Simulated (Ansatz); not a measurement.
Ti₃As:
```
Ti3As
1.0
   10.13316     0.00000     0.00000
    0.00000    10.13316     0.00000
    0.00000     0.00000     5.09365
Ti As
24 8
Cartesian
  5.89481   9.07280   0.18555
  6.12694   0.82823   2.73238
  4.23835   1.06036   0.18555
  4.00622   9.30493   2.73238
  9.30493   6.12694   2.36127
  9.07280   4.23835   4.90809
  0.82823   4.00622   2.36127
  1.06036   5.89481   4.90809
  0.28020   8.68315   3.63135
  6.51660   5.34678   1.08453
  9.85296   1.45002   3.63135
  3.61657   4.78638   1.08453
  4.78638   6.51660   4.00912
  8.68315   9.85296   1.46230
  5.34678   3.61657   4.00912
  1.45002   0.28020   1.46230
  1.84955   2.88279   5.06340
  2.18379   6.91614   2.51657
  8.28361   7.25038   5.06340
  7.94937   3.21703   2.51657
  3.21703   2.18379   2.57707
  2.88279   8.28361   0.03025
  6.91614   7.94937   2.57707
  7.25038   1.84955   0.03025
  0.41355   8.05024   1.07560
  7.14951   5.48013   3.62242
  9.71961   2.08292   1.07560
  2.98366   4.65303   3.62242
  4.65303   7.14951   1.47123
  8.05024   9.71961   4.01805
  5.48013   2.98366   1.47123
  2.08292   0.41355   4.01805
```

Relaxed with r²SCAN. Special points in fractions of this cell's reciprocal vectors: Γ (0.000, 0.000, 0.000); X (0.000, 0.500, 0.000); M (0.500, 0.500, 0.000); Z (0.000, 0.000, 0.500); R (0.000, 0.500, 0.500); A (0.500, 0.500, 0.500).

**Question.** List the band energies nearest the Fermi level at these points for r²SCAN (plane waves, PAW; program Ansatz).

**Answer.** In eV from the Fermi level; about four levels below and three above (degenerate sets whole), none deeper than 8.9 eV; points with the same levels are listed once.

```
k                          below                above
-  -----------------------------  -------------------
Γ        -0.32 -0.26 -0.24 -0.20       0.22 0.33 0.33
X        -0.37 -0.37 -0.12 -0.12  0.14 0.14 0.17 0.17
M        -0.35 -0.35 -0.17 -0.17  0.13 0.13 0.19 0.19
Z        -0.32 -0.32 -0.10 -0.10  0.03 0.03 0.11 0.11
R        -0.18 -0.18 -0.01 -0.01  0.07 0.07 0.09 0.09
A  -0.18 -0.17 -0.17 -0.08 -0.08       0.07 0.11 0.11
```

Space group P4_2/n. The first step of the workflow began from a Materials Project structure, measured or hypothetical; the Crystallography Open Database copy checked does not list it. Whether it is the stable phase at ambient conditions was not checked. The cell was relaxed with r²SCAN under the symmetry of its start; whether a distortion lowers the energy is not shown. No spin polarisation was allowed. Scalar-relativistic: spin–orbit coupling is off unless named, which matters more the heavier the elements.

Potentials: the later of the program's two PAW sets.
